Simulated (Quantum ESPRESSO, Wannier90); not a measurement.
## Tight-binding from DFT: PtS$_{2}$ (CdI2 type)

```yaml
crystal:
  lattice:
    - [3.54874, 0.00000, 0.00000]
    - [-1.77437, 3.07330, 0.00000]
    - [0.00000, 0.00000, 5.59707]
  atoms:
    - { symbol: Pt, position: [0.00000, 0.00000, 0.00000] }
    - { symbol: S, position: [0.66667, 0.33333, 0.77966] }
    - { symbol: S, position: [0.33333, 0.66667, 0.22034] }
```

Structure: Materials Project mp-762, symmetrised, not relaxed again. COD (Crystallography Open Database) has an entry of this formula and space group (matched by these alone). Method: PBEsol plane waves in Quantum ESPRESSO 7.5 (PseudoDojo norm-conserving files, 68 Ry, no spin polarisation, no spin-orbit coupling), Bloch states on a 12×12×6 mesh through Γ, Wannier90 4.0.1. Density: 12×12×6 mesh, cold smearing 0.01 Ry. The cell is built of weakly bound layers, chains or molecules, whose nearest atoms lie 3.74 Å apart. Database cells relaxed without dispersion often hold them too far apart, which can enlarge gaps and weakens couplings between them; spacing and stacking were not compared with the measured crystal. Spin-orbit coupling is left out although heavy elements are present.

Base run: 11 functions from bands 7-27 of the 27 computed, start hydrogen-like Pt: d; S: p, centres 0.05 Å off the atoms, frozen window up to 2.48 eV relative to the valence-band maximum, outer window open. Rows change the key named; with other orbitals the number of functions and the frozen window follow, as listed; window edges are relative to the valence-band maximum. The misfit compares interpolated bands with pw.x on a high-symmetry path, for states up to 2.0 eV relative to the valence-band maximum. Converged means that the tolerances were met: symmetric starts can stop on a saddle, which shows as a larger Ω_OD at equal Ω_I and can move the misfit too.

Rows with other orbitals or bands describe another subspace, so their Ω_I can't be set against the base's. Runs that didn't settle are not listed.

| setting | orbitals | bands | functions | frozen to (eV) | Ω_I (Å²) | Ω_D (Å²) | Ω_OD (Å²) | rms misfit (meV) | worst (meV) | ended |
|---|---|---|---|---|---|---|---|---|---|---|
| base | Pt d, S p | 7-27 | 11 | 2.48 | 16.76 | 0.01 | 0.83 | 0.2 | 1.9 | converged |
| num_iter = 0 (projection only), orbitals on the atoms | Pt d, S p | 7-27 | 11 | 2.48 | 16.76 | 0.01 | 1.16 | 0.3 | 1.8 | no minimisation |
| start: the same orbitals exactly on the atoms | Pt d, S p | 7-27 | 11 | 2.48 | 16.76 | 0.01 | 0.83 | 0.2 | 1.8 | converged |
| other orbitals: Pt: d; S: s;p | Pt d, S sp | 5-27 | 13 | 2.48 | 14.38 | 0.01 | 2.22 | 0.2 | 2.2 | converged |
| other orbitals: Pt: s;d; S: p | Pt sd, S p | 7-27 | 12 | 2.48 | 19.12 | 0.01 | 0.79 | 0.3 | 1.7 | converged |
| start: atomic waves of the pseudopotential files | Pt 5d, Pt 6s, S 3p | 7-27 | 12 | 2.48 | 19.13 | 0.01 | 0.78 | 0.3 | 1.8 | converged |
| atomic waves with projectability windows 0.01 and 0.95 | Pt 5d, Pt 6s, S 3p | 7-27 | 12 | 2.48 | 19.36 | 0.01 | 0.79 | 0.3 | 1.6 | converged |
